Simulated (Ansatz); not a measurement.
BAs (zinc blende)

```
BAs
1.0
    0.00000     2.39195     2.39195
    2.39195     0.00000     2.39195
    2.39195     2.39195     0.00000
As B
1 1
Direct
  0.75000   0.75000   0.75000
  0.00000   0.00000   0.00000
```

Scan: atom 2 (B, nearest neighbour As at 2.071 Å; its periodic images, 3.4 Å or more away, move with it) is displaced along Cartesian x, direction (1.000, 0.000, 0.000) in Cartesian axes, by s. The other atoms stay.

These are r2SCAN (plane waves to 500 eV, PAW, scalar-relativistic; Ansatz, an electronic-structure program) values and carry that method's errors. k mesh 10×10×10 (Γ-centred), Fermi-Dirac smearing 0.05 eV. E stands for the smeared free energy. As the smearing reaches across the gap at some points, energies and forces of such displacements shift with the k mesh and the smearing. BAs was relaxed with its symmetry unable to fall. ΔE is measured from the undisplaced structure. The last digit holds for this mesh only.

| s (Å) | ΔE (meV/cell) |
|---|---|
| -0.620 | withheld |
| -0.496 | 1753.6 |
| -0.372 | 1060.9 |
| -0.248 | 497.4 |
| -0.124 | 128.6 |
| 0.000 | 0.0 |
| 0.124 | 128.6 |
| 0.248 | 497.4 |
| 0.372 | 1060.9 |
| 0.496 | 1753.6 |
| 0.620 | withheld |

Q: Fit an even polynomial form (powers 2, 4, 6) to the given rows and predict ΔE at s = 0.620.

A: Least squares on the 9 given rows: ΔE = (8448)·s² + (-6017)·s⁴ + (2644)·s⁶, in meV/cell with s in Å; root-mean-square residual 0.07 meV/cell. At 0.620 the fit gives 2508.5 meV/cell; the calculation gives 2480.7 meV/cell, so the extrapolation is off by 27.8 (+1.1 %). The quadratic term alone would give 3247.4 meV/cell.

(For displaced atoms, the force is minus the slope of the energy, and its curvature is a force constant, which sets phonon frequencies.)
